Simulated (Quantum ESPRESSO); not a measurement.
Hf2TaF3O5, finding a planted mistake in a log

A calculation, not a measurement. The program is pw.x of Quantum ESPRESSO 7.5 (plane-wave density functional theory). The cell is made up: 11 atoms on a rutile lattice with one site empty, with randomly drawn elements, strain and displacements, not relaxed. PseudoDojo standard norm-conserving files (v0.5 for PBE, v0.4.1 for LDA and PBEsol) set the functional; there is no spin polarisation, spin-orbit coupling or dispersion term, and the masses in the input are unused placeholders.

The hafnium pseudopotential is less sure than the others, with forces about 3 percent (worst 6) and pressure in oxides about 1.5 GPa (worst 2.7) from a second method in checks, which no rerun with the same files tests.

Intended input:

```
&control calculation='scf', pseudo_dir='./dojo.nc.sr.pbe.v0_5.standard.upf', outdir='./o', disk_io='low', tprnfor=.true., tstress=.true. /
&system ibrav=0, nat=11, ntyp=4, nbnd=50, ecutwfc=84.00895049, nosym=.true., tot_charge=0,
 occupations='smearing', smearing='fd', degauss=0.0018374661
/
&electrons conv_thr=7.350e-09, electron_maxstep=60, /
ATOMIC_SPECIES
F 1.0 F.upf
Hf 1.0 Hf.upf
O 1.0 O.upf
Ta 1.0 Ta.upf
CELL_PARAMETERS angstrom
4.9201 0.0 0.0
0.0 4.9201 0.0
0.0 0.0 6.5062
ATOMIC_POSITIONS angstrom
Hf -0.0233 -0.0421 -0.0451
Ta 2.4721 2.5051 1.6346
Hf 2.4502 2.4459 4.9143
F 1.5027 1.5303 0.0315
F 3.3727 3.3761 -0.049
O 3.9754 0.957 1.5903
O 0.9587 3.9688 1.6284
O 1.5014 1.5049 3.1804
O 3.4435 3.4294 3.2759
O 3.9797 0.9697 4.8963
F 0.9183 3.9659 4.8634
K_POINTS automatic
5 5 4 1 1 1
```

The log is shortened where brackets say so; the opening notice, blank lines, dates and the lines on written files are dropped, and the path of the files is cut. It prints rydbergs, bohrs and kilobars, and counts compression as positive stress. Where no state is partly filled, the Fermi energy that it prints is only some level between the filled and the empty states on the mesh, and need not lie in the true gap.

Log of the intended run:

```
     Program PWSCF v.7.5
     Parallel version (MPI & OpenMP), running on       4 processor cores
     Number of MPI processes:                 4
     Threads/MPI process:                     1
     [start-up lines left out]
     bravais-lattice index     =            0
     lattice parameter (alat)  =       9.2976  a.u.
     unit-cell volume          =    1062.8497 (a.u.)^3
     number of atoms/cell      =           11
     number of atomic types    =            4
     number of electrons       =        88.00
     number of Kohn-Sham states=           50
     kinetic-energy cutoff     =      84.0090  Ry
     charge density cutoff     =     336.0358  Ry
     scf convergence threshold =      7.3E-09
     mixing beta               =       0.7000
     number of iterations used =            8  plain     mixing
     Exchange-correlation= PBE
                           (   1   4   3   4   0   0   0)
     [axes and pseudopotential details left out]
   Cartesian axes
     site n.     atom                  positions (alat units)
         1        Hf     tau(   1) = (  -0.0047357  -0.0085567  -0.0091665  )
         2        Ta     tau(   2) = (   0.5024491   0.5091563   0.3322290  )
         3        Hf     tau(   3) = (   0.4979980   0.4971240   0.9988212  )
         4        F      tau(   4) = (   0.3054206   0.3110303   0.0064023  )
         5        F      tau(   5) = (   0.6854942   0.6861852  -0.0099591  )
         6        O      tau(   6) = (   0.8079917   0.1945082   0.3232251  )
         7        O      tau(   7) = (   0.1948538   0.8066503   0.3309689  )
         8        O      tau(   8) = (   0.3051564   0.3058678   0.6464096  )
         9        O      tau(   9) = (   0.6998841   0.6970184   0.6658198  )
        10        O      tau(  10) = (   0.8088657   0.1970895   0.9951627  )
        11        F      tau(  11) = (   0.1866425   0.8060609   0.9884758  )
     number of k points=    50  Fermi-Dirac smearing, width (Ry)=  0.0018
                       cart. coord. in units 2pi/alat
        k(    1) = (   0.1000000   0.1000000   0.0945271), wk =   0.0400000
        k(    2) = (   0.1000000   0.1000000   0.2835814), wk =   0.0400000
     [further k points left out]
     Dense  grid:   110615 G-vectors     FFT dimensions: (  60,  60,  72)
     Estimated max dynamical RAM per process >     320.62 MB
     Estimated total dynamical RAM >       1.17 GB
     Initial potential from superposition of free atoms
     starting charge      87.9953, renormalised to      88.0000
     Starting wfcs are   62 randomized atomic wfcs
     total cpu time spent up to now is       16.2 secs
     per-process dynamical memory:   250.0 Mb
     Self-consistent Calculation
     iteration #  1     ecut=    84.01 Ry     beta= 0.70
     Davidson diagonalization with overlap
     ethr =  1.00E-02,  avg # of iterations =  2.0
     total cpu time spent up to now is       48.4 secs
     total energy              =    -666.96473901 Ry
     estimated scf accuracy    <       5.27569230 Ry
     iteration #  2     ecut=    84.01 Ry     beta= 0.70
     Davidson diagonalization with overlap
     ethr =  6.00E-03,  avg # of iterations =  6.7
     total cpu time spent up to now is       93.5 secs
     total energy              =    -660.43048326 Ry
     estimated scf accuracy    <      71.41042418 Ry
     [iterations 3 to 17 left out]
     iteration # 18     ecut=    84.01 Ry     beta= 0.70
     Davidson diagonalization with overlap
     ethr =  5.41E-11,  avg # of iterations =  4.9
     total cpu time spent up to now is      447.4 secs
     total energy              =    -669.96523009 Ry
     estimated scf accuracy    <          8.4E-09 Ry
     iteration # 19     ecut=    84.01 Ry     beta= 0.70
     Davidson diagonalization with overlap
     ethr =  9.54E-12,  avg # of iterations =  2.2
     total cpu time spent up to now is      464.4 secs
     End of self-consistent calculation
     [lines on levels left out]
     the Fermi energy is     7.4935 ev
!    total energy              =    -669.96523009 Ry
     estimated scf accuracy    <          3.2E-09 Ry
     smearing contrib. (-TS)   =      -0.00000000 Ry
     internal energy E=F+TS    =    -669.96523009 Ry
     The total energy is F=E-TS. E is the sum of the following terms:
     one-electron contribution =    -261.68827570 Ry
     hartree contribution      =     168.28525552 Ry
     xc contribution           =    -160.82364354 Ry
     ewald contribution        =    -415.73856638 Ry
     convergence has been achieved in  19 iterations
     Forces acting on atoms (cartesian axes, Ry/au):
     atom    1 type  2   force =    -0.05860356    0.10065765    0.11073468
     atom    2 type  4   force =    -0.00926718   -0.02807275    0.51164454
     atom    3 type  2   force =     0.07405750   -0.10006404   -0.42047778
     atom    4 type  1   force =    -0.02759136   -0.02556287   -0.00495502
     atom    5 type  1   force =     0.03714448    0.04490185    0.01549858
     atom    6 type  3   force =    -0.06783594    0.06212667   -0.13838731
     atom    7 type  3   force =     0.08125971   -0.08007503   -0.13962388
     atom    8 type  3   force =     0.10052073    0.10761838   -0.04196396
     atom    9 type  3   force =    -0.11014983   -0.09517371   -0.04400608
     atom   10 type  3   force =    -0.05120359    0.04196736    0.11398063
     atom   11 type  1   force =     0.03166905   -0.02832352    0.03755560
     Total force =     0.783035     Total SCF correction =     0.000127
     Computing stress (Cartesian axis) and pressure
          total   stress  (Ry/bohr**3)                   (kbar)     P=     -126.40
  -0.00064930   0.00076116  -0.00006774          -95.52      111.97       -9.97
   0.00076116  -0.00062890   0.00011293          111.97      -92.51       16.61
  -0.00006774   0.00011293  -0.00129951           -9.97       16.61     -191.16
     init_run     :     14.31s CPU     14.80s WALL (       1 calls)
     electrons    :    446.52s CPU    448.27s WALL (       1 calls)
     forces       :      3.10s CPU      3.13s WALL (       1 calls)
     stress       :     10.88s CPU     11.17s WALL (       1 calls)
     [timing details left out]
     PWSCF        :   7m56.29s CPU   7m58.97s WALL
     JOB DONE.
```

A second run was made from an input with one planted mistake. Its log:

```
     Program PWSCF v.7.5
     Parallel version (MPI & OpenMP), running on       4 processor cores
     Number of MPI processes:                 4
     Threads/MPI process:                     1
     [start-up lines left out]
     bravais-lattice index     =            0
     lattice parameter (alat)  =       9.2976  a.u.
     unit-cell volume          =    1062.8497 (a.u.)^3
     number of atoms/cell      =           11
     number of atomic types    =            4
     number of electrons       =        88.00
     number of Kohn-Sham states=           50
     kinetic-energy cutoff     =      84.0090  Ry
     charge density cutoff     =     336.0358  Ry
     scf convergence threshold =      7.3E-09
     mixing beta               =       0.7000
     number of iterations used =            8  plain     mixing
     Exchange-correlation= PBE
                           (   1   4   3   4   0   0   0)
     [axes and pseudopotential details left out]
   Cartesian axes
     site n.     atom                  positions (alat units)
         1        Hf     tau(   1) = (  -0.0047357  -0.0085567  -0.0091665  )
         2        Ta     tau(   2) = (   0.5024491   0.5091563   0.3322290  )
         3        Hf     tau(   3) = (   0.4979980   0.4971240   0.9988212  )
         4        F      tau(   4) = (   0.3054206   0.3110303   0.0064023  )
         5        O      tau(   5) = (   0.6854942   0.6861852  -0.0099591  )
         6        O      tau(   6) = (   0.8079917   0.1945082   0.3232251  )
         7        O      tau(   7) = (   0.1948538   0.8066503   0.3309689  )
         8        F      tau(   8) = (   0.3051564   0.3058678   0.6464096  )
         9        O      tau(   9) = (   0.6998841   0.6970184   0.6658198  )
        10        O      tau(  10) = (   0.8088657   0.1970895   0.9951627  )
        11        F      tau(  11) = (   0.1866425   0.8060609   0.9884758  )
     number of k points=    50  Fermi-Dirac smearing, width (Ry)=  0.0018
                       cart. coord. in units 2pi/alat
        k(    1) = (   0.1000000   0.1000000   0.0945271), wk =   0.0400000
        k(    2) = (   0.1000000   0.1000000   0.2835814), wk =   0.0400000
     [further k points left out]
     Dense  grid:   110615 G-vectors     FFT dimensions: (  60,  60,  72)
     Estimated max dynamical RAM per process >     320.62 MB
     Estimated total dynamical RAM >       1.17 GB
     Initial potential from superposition of free atoms
     starting charge      87.9953, renormalised to      88.0000
     Starting wfcs are   62 randomized atomic wfcs
     total cpu time spent up to now is       10.4 secs
     per-process dynamical memory:   250.0 Mb
     Self-consistent Calculation
     iteration #  1     ecut=    84.01 Ry     beta= 0.70
     Davidson diagonalization with overlap
     ethr =  1.00E-02,  avg # of iterations =  2.0
     total cpu time spent up to now is       27.0 secs
     total energy              =    -667.54044627 Ry
     estimated scf accuracy    <       4.74557850 Ry
     iteration #  2     ecut=    84.01 Ry     beta= 0.70
     Davidson diagonalization with overlap
     ethr =  5.39E-03,  avg # of iterations =  6.7
     total cpu time spent up to now is       54.1 secs
     total energy              =    -662.59103209 Ry
     estimated scf accuracy    <      49.95615608 Ry
     [iterations 3 to 16 left out]
     iteration # 17     ecut=    84.01 Ry     beta= 0.70
     Davidson diagonalization with overlap
     ethr =  1.13E-10,  avg # of iterations =  2.0
     total cpu time spent up to now is      346.1 secs
     total energy              =    -670.15099466 Ry
     estimated scf accuracy    <       0.00000005 Ry
     iteration # 18     ecut=    84.01 Ry     beta= 0.70
     Davidson diagonalization with overlap
     ethr =  5.56E-11,  avg # of iterations =  3.3
     total cpu time spent up to now is      364.8 secs
     End of self-consistent calculation
     [lines on levels left out]
     the Fermi energy is     7.5806 ev
!    total energy              =    -670.15099467 Ry
     estimated scf accuracy    <          8.2E-10 Ry
     smearing contrib. (-TS)   =      -0.00000000 Ry
     internal energy E=F+TS    =    -670.15099467 Ry
     The total energy is F=E-TS. E is the sum of the following terms:
     one-electron contribution =    -256.95148926 Ry
     hartree contribution      =     166.26953222 Ry
     xc contribution           =    -160.89356151 Ry
     ewald contribution        =    -418.57547612 Ry
     convergence has been achieved in  18 iterations
     Forces acting on atoms (cartesian axes, Ry/au):
     atom    1 type  2   force =    -0.12805307    0.02320513    0.09407096
     atom    2 type  4   force =     0.13521455    0.11774187    0.22410348
     atom    3 type  2   force =     0.17870171   -0.00715748   -0.19370608
     atom    4 type  1   force =    -0.03001409   -0.02822848    0.00020848
     atom    5 type  3   force =    -0.02190838   -0.00583699    0.03519087
     atom    6 type  3   force =    -0.08807894    0.08085303   -0.10065883
     atom    7 type  3   force =     0.09624140   -0.10127745   -0.09747807
     atom    8 type  1   force =     0.01841456    0.02359681   -0.01049677
     atom    9 type  3   force =    -0.13854762   -0.12148731   -0.05901205
     atom   10 type  3   force =    -0.05659843    0.04982477    0.08703989
     atom   11 type  1   force =     0.03462832   -0.03123392    0.02073811
     Total force =     0.537466     Total SCF correction =     0.000060
     Computing stress (Cartesian axis) and pressure
          total   stress  (Ry/bohr**3)                   (kbar)     P=     -137.27
  -0.00099101   0.00068121  -0.00014653         -145.78      100.21      -21.56
   0.00068121  -0.00082086   0.00005967          100.21     -120.75        8.78
  -0.00014653   0.00005967  -0.00098763          -21.56        8.78     -145.29
     init_run     :      9.94s CPU     10.27s WALL (       1 calls)
     electrons    :    351.44s CPU    354.43s WALL (       1 calls)
     forces       :      3.68s CPU      3.74s WALL (       1 calls)
     stress       :     11.38s CPU     11.69s WALL (       1 calls)
     [timing details left out]
     PWSCF        :   6m16.63s CPU   6m20.46s WALL
     JOB DONE.
```

Question: what was wrong in the second input?

Answer: two atoms have their elements exchanged. The input lines that differ, file-writing options aside:

```
- F 3.3727 3.3761 -0.049
+ O 3.3727 3.3761 -0.049
- O 1.5014 1.5049 3.1804
+ F 1.5014 1.5049 3.1804
```

|  | intended run | run with the mistake |
| --- | --- | --- |
| free energy (eV) | -9115.341 | -9117.869 |
| smearing term -TS (eV) | 0.0000 | 0.0000 |
| pressure (GPa) | -12.64 | -13.73 |
| largest force component (eV/Å) | 13.155 | 5.762 |
| largest change of a force component (eV/Å) |  | 7.393 |
| iterations | 19 | 18 |

For scale, a rerun of the intended cell at a cutoff of 1437 eV and k mesh 7 x 7 x 6 moved values by no more than 0.004 eV in energy, 0.03 GPa in stress and 0.002 eV/Å in force.